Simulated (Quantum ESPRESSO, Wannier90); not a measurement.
# RbCaH3 (cubic perovskite): Wannier90 run

Cell from Materials Project (mp-23949), symmetrised, no further relaxation. COD (Crystallography Open Database) records the formula in this space group. Ideal cubic forms of this type are often high-temperature phases that distort on cooling; symmetry holds the cell here, and its stability was not tested. Method: LDA plane waves in Quantum ESPRESSO 7.5 (PseudoDojo norm-conserving files, 60 Ry, no spin polarisation, no spin-orbit coupling), Bloch states on a 8×8×8 mesh through Γ, Wannier90 4.0.1. Density: 8×8×8 mesh, cold smearing 0.01 Ry.

```
begin unit_cell_cart
ang
    4.5209700000    0.0000000000    0.0000000000
    0.0000000000    4.5209700000    0.0000000000
    0.0000000000    0.0000000000    4.5209700000
end unit_cell_cart
mp_grid = 8 8 8
```

Which shells of neighbouring k-points and which b-vectors and weights does Wannier90 pick for this cell and mesh?


```
 *---------------------------------- K-MESH ----------------------------------*
 +----------------------------------------------------------------------------+
 |                    Distance to Nearest-Neighbour Shells                    |
 |                    ------------------------------------                    |
 |          Shell             Distance (Ang^-1)          Multiplicity         |
 |          -----             -----------------          ------------         |
 |             1                   0.173723                      6            |
 |             2                   0.245682                     12            |
 |             3                   0.300898                      8            |
 |             4                   0.347447                      6            |
 |             5                   0.388457                     24            |
 |             6                   0.425534                     24            |
 |             7                   0.491364                     12            |
 |             8                   0.521170                     30            |
       ... (lines left out)
 +----------------------------------------------------------------------------+
 | The b-vectors are chosen automatically                                     |
 | The following shells are used:                       1                     |
 +----------------------------------------------------------------------------+
 |                        Shell   # Nearest-Neighbours                        |
 |                        -----   --------------------                        |
 |                          1               6                                 |
 +----------------------------------------------------------------------------+
 | Completeness relation is fully satisfied [Eq. (B1), PRB 56, 12847 (1997)]  |
 +----------------------------------------------------------------------------+
 |                  b_k Vectors (Ang^-1) and Weights (Ang^2)                  |
 |                  ----------------------------------------                  |
 |            No.         b_k(x)      b_k(y)      b_k(z)        w_b           |
 |            ---        --------------------------------     --------        |
 |             1         0.000000    0.000000    0.173723    16.567367        |
 |             2         0.000000    0.173723    0.000000    16.567367        |
 |             3         0.173723    0.000000    0.000000    16.567367        |
 |             4         0.000000    0.000000   -0.173723    16.567367        |
 |             5         0.000000   -0.173723    0.000000    16.567367        |
 |             6        -0.173723    0.000000    0.000000    16.567367        |
```
